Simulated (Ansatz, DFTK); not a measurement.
This is a calculation of WS for DFTK 0.8.2. The cell comes from a database or a generator and needn't be the stable form of this composition.

File run.jl:

```julia
using DFTK
using PseudoPotentialData
using Unitful, UnitfulAtomic
using LinearAlgebra, Printf
include("save.jl")
disable_threading()

# lattice vectors are the columns
lattice = austrip(1u"Å") * [   -2.15646527     2.15646527     2.15646527;
               2.15646527    -2.15646527     2.15646527;
               2.47472653     2.47472653    -2.47472653]
symbols   = [:W, :S]
positions = [[0.5, 0.5, 0.0],
             [0.0, 0.0, 0.0]]
pseudopotentials = PseudoFamily("dojo.nc.sr.pbe.v0_4_1.standard.upf")
elements = Dict(s => ElementPsp(s, pseudopotentials) for s in unique(symbols))
atoms    = [elements[s] for s in symbols]

build_model(lattice, positions; symmetries=true) =
    model_DFT(lattice, atoms, positions;
              functionals=PBE(),
              temperature=austrip(0.05u"eV"),
              smearing=Smearing.FermiDirac(),
              symmetries)
Ecut  = 37.0  # hartree
kgrid = [9, 9, 9]
tol   = 1e-6
to_GPa = ustrip(uconvert(u"GPa", 1u"hartree/bohr^3"))

model = build_model(lattice, positions)
basis = PlaneWaveBasis(model; Ecut, kgrid)
display(basis)
scfres = self_consistent_field(basis;
                               tol,
                               nbandsalg=AdaptiveBands(model; n_bands_converge=15))
display(scfres.energies)
@printf "Fermi level: %.6f eV\n" ustrip(auconvert(u"eV", something(scfres.εF, NaN)))
forces = compute_forces_cart(scfres)
println("Forces (eV/Å)")
for (s, f) in zip(symbols, forces)
    @printf "%-3s %12.6f %12.6f %12.6f\n" s ustrip.(auconvert.(u"eV/Å", f))...
end
stress = compute_stresses_cart(scfres)
println("Stress (GPa)")
display(round.(stress * to_GPa; digits=4))
println("Levels at the first k-point (eV): ", round.(ustrip.(auconvert.(u"eV", scfres.eigenvalues[1][1:scfres.n_bands_converge])); digits=4))
save_scf!(scfres; forces, stress)
```

Potentials or basis: dojo.nc.sr.pbe.v0_4_1.standard.upf (PBE).

Launch:

```sh
$ julia --threads=1 run.jl  # save.jl only writes the numbers to a file and isn't shown; printed stress counts tension as positive; times include loading and compiling
```

Task: Translate it to Ansatz 0.2.0. Potentials or basis there: Ansatz PAW (earlier soft set), cutoff 420 eV.

Result: As run (cutoffs and basis follow the program's own potentials, and thresholds, step limits or extra output files can differ):

The input input.yaml:

```yaml
crystal:
  lattice:
    - [-2.15646527, 2.15646527, 2.47472653]
    - [2.15646527, -2.15646527, 2.47472653]
    - [2.15646527, 2.15646527, -2.47472653]
  atoms:
    - { symbol: W, position: [0.5, 0.5, 0.0] }
    - { symbol: S, position: [0.0, 0.0, 0.0] }
hamiltonian:
  xc: pbe
  pseudopotentials: { kind: paw, azcp: { folder: soft_1 } }
kpoints:
  mp_grid: { grid: [9, 9, 9] }
scf:
  occupations: { method: fermi_dirac, width: 0.05 }
output:
  forces: true
  stress: true
  eigenvalues: true
```

Potentials or basis: Ansatz PAW soft_1.

The run is started by

```sh
$ ansatz run input.yaml --threads 1 --pin off --max-ram 3584MiB --backend cpu --events-out ev --progress --plain --runs-dir out
```

Both were run:

|  | DFTK | Ansatz |
| --- | --- | --- |
| Pressure | -23.6 GPa | -23.6 GPa |

Ansatz's pressure holds a Pulay term of +0.03 GPa for its cutoff of 420 eV, which the other run lacks.

Where Ansatz's input types no cutoff or centring, it takes its own default and a Γ-centred mesh.

The cell lies far from this level's equilibrium.

Pressure is positive in compression.
